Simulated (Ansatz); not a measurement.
## ZnS with La replacing Zn: gradients before and after relaxing the atoms

Start: a supercell of ZnS (space group P6_3mc) built from an entry of the Crystallography Open Database (COD), with all atoms left at the host's positions.

```cif
data_LaZn15S16
_symmetry_space_group_name_H-M 'P3m1'
_symmetry_Int_Tables_number 156
_cell_length_a 7.6454
_cell_length_b 7.6454
_cell_length_c 12.5200
_cell_angle_alpha 90.000
_cell_angle_beta 90.000
_cell_angle_gamma 120.000
loop_
_atom_site_label
_atom_site_type_symbol
_atom_site_symmetry_multiplicity
_atom_site_Wyckoff_symbol
_atom_site_fract_x
_atom_site_fract_y
_atom_site_fract_z
La La 1 a 0.0000 0.0000 0.0000
Zn2 Zn 3 d 0.0000 0.5000 0.0000
Zn5 Zn 1 a 0.0000 0.0000 0.5000
Zn6 Zn 3 d 0.0000 0.5000 0.5000
Zn9 Zn 3 d 0.1667 0.3333 0.2500
Zn11 Zn 1 c 0.6667 0.3333 0.2500
Zn13 Zn 3 d 0.3333 0.1667 0.7500
Zn14 Zn 1 b 0.3333 0.6667 0.7500
S17 S 1 a 0.0000 0.0000 0.1875
S18 S 3 d 0.0000 0.5000 0.1875
S21 S 1 a 0.0000 0.0000 0.6875
S22 S 3 d 0.0000 0.5000 0.6875
S25 S 3 d 0.1667 0.3333 0.4375
S27 S 1 c 0.6667 0.3333 0.4375
S29 S 3 d 0.3333 0.1667 0.9375
S30 S 1 b 0.3333 0.6667 0.9375
```

One atom of each set is listed.

Computed with Ansatz: DFT, PBE, plane waves and PAW, scalar-relativistic, 420 eV cutoff, Γ-centred 3×3×2 k-points, Fermi–Dirac smearing 0.01 eV, cell charge +1.

The largest force at the start is 6.0 eV/Å. Relaxing the ions at fixed cell moves them by 0.422 Å at most (atom 17, S) and 0.137 Å rms.

| site | moved (Å) | first shell before | first shell after | V_zz before (10²¹ V/m²) | η before |
| --- | --- | --- | --- | --- | --- |
| La | 0.085 | 4 S at 2.34–2.35 Å | 4 S at 2.66–2.68 Å | -0.075 | 0.00 |
| Zn2 | 0.042 | 4 S at 2.34–2.35 Å | 4 S at 2.32–2.33 Å | 1.42 | 0.55 |
| Zn5 | 0.002 | 4 S at 2.34–2.35 Å | 4 S at 2.33–2.37 Å | 0.96 | 0.00 |
| Zn6 | 0.015 | 4 S at 2.34–2.35 Å | 4 S at 2.31–2.33 Å | 0.49 | 0.29 |
| Zn9 | 0.139 | 4 S at 2.34–2.35 Å | 4 S at 2.30–2.35 Å | 1.31 | 0.70 |
| Zn11 | 0.014 | 4 S at 2.34–2.35 Å | 4 S at 2.32–2.35 Å | -0.62 | 0.00 |
| Zn13 | 0.147 | 4 S at 2.34–2.35 Å | 4 S at 2.30–2.34 Å | 1.85 | 0.05 |
| S17 | 0.422 | 3 Zn at 2.34 Å, 1 La at 2.35 Å | 3 Zn at 2.33 Å, 1 La at 2.68 Å | -8.59 | 0.00 |
| S18 | 0.006 | 4 Zn at 2.34–2.35 Å | 4 Zn at 2.32–2.35 Å | -0.93 | 0.30 |
| S21 | 0.021 | 4 Zn at 2.34–2.35 Å | 4 Zn at 2.33–2.37 Å | 0.56 | 0.00 |
| S22 | 0.051 | 4 Zn at 2.34–2.35 Å | 4 Zn at 2.30–2.32 Å | -0.39 | 0.23 |
| S25 | 0.067 | 4 Zn at 2.34–2.35 Å | 4 Zn at 2.30–2.33 Å | 1.22 | 0.15 |
| S29 | 0.298 | 3 Zn at 2.34–2.35 Å, 1 La at 2.34 Å | 3 Zn at 2.32–2.34 Å, 1 La at 2.66 Å | -8.41 | 0.09 |
| S30 | 0.023 | 4 Zn at 2.34–2.35 Å | 4 Zn at 2.33–2.37 Å | -1.41 | 0.00 |

(1) What are V_zz and η after the relaxation?

Results:

(1) 

```tsv
site	V_zz after	η after	change of V_zz
La	-5.36	0.00	-5.29
Zn2	2.24	0.51	+0.82
Zn5	1.08	0.00	+0.12
Zn6	0.37	0.45	-0.12
Zn9	-2.34	0.28	–
Zn11	-1.13	0.00	-0.51
Zn13	2.47	0.47	+0.62
S17	-8.68	0.00	-0.09
S18	1.34	0.20	–
S21	-0.50	0.00	-1.06
S22	-1.32	0.22	–
S25	-1.52	0.89	–
S29	-8.92	0.08	-0.51
S30	-0.53	0.00	+0.88
```

The largest change of V_zz along a kept axis is on La, from -0.075 to -5.36. Small gradients that grow severalfold: S22 (-0.39 to -1.32). In per cent, |V_zz| changes by +13 to +83 on Zn, -63 to +6 on S (all sites that start above 0.5, bar those whose gradient vanishes or changes sign or whose main axis turns by over 40°). Where |V_zz| stays above 0.1 and the axes keep their order, η moves most on Zn13, from 0.05 to 0.47. On Zn2, Zn6 V_xx and V_yy change places (or their axes turn by over 50°), so the two values of η hide a larger change. V_zz changes sign on S21 (same axis). On Zn9, S25, S18, S22 the largest principal value lies along another axis in the second run, so the two V_zz can't be compared directly. The table leaves out 2 of the 16 sites, with |V_zz| up to 1.09; their tensors move by 0.41 at most along any direction. The statements above cover all sites. The host's own positions weren't relaxed first, so part of the change far from the defect can be the host's relaxation.

The defect repeats with the cell of 32 atoms, so it feels its images: sites between two images don't show the values beside a lone defect, and zeros or small values of η there can come from the images' arrangement. S and Zn carry a gradient in the pure host already, so the values there aren't the defect's effect alone. A uniform background compensates the cell's charge. Without spin–orbit coupling (the program notes it for La) the gradients are little affected as a rule: paired runs on crystals with a gap mostly move them by under 2 % at such atoms.
Before: The cell keeps the host's lattice, where the PBE pressure is 7 GPa (in a charged cell this depends on the convention for the mean potential). The neighbours have not yet relaxed around the defect (largest force 6.0 eV/Å), so the values at and beside it are those of a strained start, not of the defect in a real crystal.
After: The relaxation keeps the site symmetry 3m of the start, so the impurity can move only along its axis; a start off the site could end lower.
